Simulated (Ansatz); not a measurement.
PbSe:
```yaml
crystal:
  lattice:
    - [0.00000, 3.08524, 3.08524]
    - [3.08524, 0.00000, 3.08524]
    - [3.08524, 3.08524, 0.00000]
  atoms:
    - { symbol: Se, position: [0.00000, 0.00000, 0.00000] }
    - { symbol: Pb, position: [0.50000, 0.50000, 0.50000] }
```

Relaxed with the program Ansatz at the HSE06 level (PAW). Indices refer to the conventional cell of Fm-3m, a = b = c = 6.170 Å, α = β = γ = 90.00°.

**Question.** Simulate the powder diffraction pattern (Cu Kα, λ = 1.54184 Å; lines above 1 %) up to 2θ = 90°.

**Answer.** Simulated powder pattern, Cu Kα, λ = 1.54184 Å (kinematic, ideal powder, no thermal factors, no anomalous dispersion; the 30 strongest lines at most, above 1 %, up to 2θ = 90°):

| 2θ (°) | d (Å) | I/Imax (%) | hkl |
|---|---|---|---|
| 24.99 | 3.563 | 36 | (111) |
| 28.94 | 3.085 | 100 | (200) |
| 41.39 | 2.182 | 77 | (220) |
| 48.96 | 1.860 | 19 | (311) |
| 51.29 | 1.781 | 28 | (222) |
| 59.97 | 1.543 | 13 | (400) |
| 65.99 | 1.416 | 8.2 | (331) |
| 67.94 | 1.380 | 36 | (420) |
| 75.48 | 1.260 | 27 | (422) |
| 80.96 | 1.188 | 6.5 | (511)+(333) |
| 89.94 | 1.091 | 9.3 | (440) |

The cell was relaxed with HSE06 under the symmetry of its start. Spin–orbit coupling is left out wherever it is not named.

Potentials: the later of the program's two PAW sets.
